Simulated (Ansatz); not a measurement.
GaP:
Space group P6₃mc (No. 186); a = 3.842 Å, b = 3.842 Å, c = 6.337 Å, α = 90.00°, β = 90.00°, γ = 120.00°

| atom | site | symmetry | x | y | z |
|---|---|---|---|---|---|
| Ga | 2b | 3m. | 0.3333 | 0.6667 | 0.0001 |
| P | 2b | 3m. | 0.3333 | 0.6667 | 0.3739 |

Relaxed with r²SCAN.

Tabulate the valence density and the electron localisation function along the shortest Ga–P contact (2.36 Å), DFT-r²SCAN in the program Ansatz with PAW potentials.



```tsv
distance from Ga (Å)	density (e/Å³)	ELF
0.24	28.27	0.03
0.35	13.56	0.03
0.47	5.42	0.06
0.59	2.14	0.13
0.71	1.05	0.21
0.83	0.70	0.29
0.94	0.57	0.40
1.06	0.54	0.59
1.18	0.56	0.79
1.30	0.62	0.88
1.41	0.71	0.92
1.53	0.79	0.92
1.65	0.83	0.89
1.77	0.76	0.77
1.89	0.58	0.43
2.00	0.35	0.07
2.12	0.15	0.00
```

The density is the valence pseudo-density with augmentation charge, so density and ELF within about 1 Å of a nucleus are not all-electron values.

Space group P6_3mc (wurtzite). The first step of the workflow began from a Materials Project structure, measured or hypothetical; the Crystallography Open Database copy checked does not list it. It is not the phase usual at ambient conditions (space group No. 216). The cell was relaxed with r²SCAN under the symmetry of its start; whether a distortion lowers the energy is not shown. Spin–orbit coupling is left out wherever it is not named.

Potentials: the later of the program's two PAW sets.
